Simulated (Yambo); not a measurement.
**Excitons in KScMo2O8**

```xyz
12
Lattice="5.8850 0.0000 0.0000 -2.9425 5.0966 0.0000 0.0000 0.0000 7.4049" Properties=species:S:1:pos:R:3 pbc="T T T"
O      1.4521     0.8384     6.1318
O      1.4904     4.2582     1.2730
O      4.4329     0.8384     6.1318
O     -1.4904     4.2582     1.2730
O      2.9425     3.4198     6.1318
O      0.0000     1.6768     1.2730
O      0.0000     3.3977     3.5867
O      2.9425     1.6989     3.8182
K      0.0000     0.0000     3.7024
Sc     0.0000     0.0000     0.0000
Mo     0.0000     3.3977     1.8377
Mo     2.9425     1.6989     5.5671
```

The geometry is that of Materials Project entry mp-18837, symmetrised and not relaxed again.

BSE in Yambo on LDA (pw.x of Quantum ESPRESSO, ONCV potentials, scalar-relativistic) bands: 3×3×2 mesh, 24 valence and 20 conduction bands, static screening with 130 bands and a 3 Ry block, scissor 2.53 eV, Tamm-Dancoff; field along x.

```csv
state,energy (eV),states within 2 meV,relative strength,class,main transitions
1,4.12,1,< 0.01,dark,several band pairs
2,4.15,1,< 0.01,dark,several band pairs
3,4.33,4,0.08,weak,several band pairs
4,4.57,2,< 0.01,dark,several band pairs
5,4.64,2,1.00,strong,several band pairs
6,4.81,1,< 0.01,dark,several band pairs
```

These are vertical excitations (zero momentum). The direct quasiparticle gap on this mesh is 5.93 eV; counted from there, state 1 is bound by 1.81 eV. Convergence with the mesh was not shown.

Spin singlets only. Strengths are relative to the strongest of the lowest states of this run; strong means a line over 3 % of the spectrum's maximum, dark under 0.03 %. Absolute energies carry the error of the G0W0 scissor, whose convergence isn't established; the long-wavelength screening was taken along (1,1,1) although the crystal is anisotropic.

Spin-orbit splittings are left out.

The structure is a Materials Project entry; no match was found in the copy of COD used, and its stability was not checked.
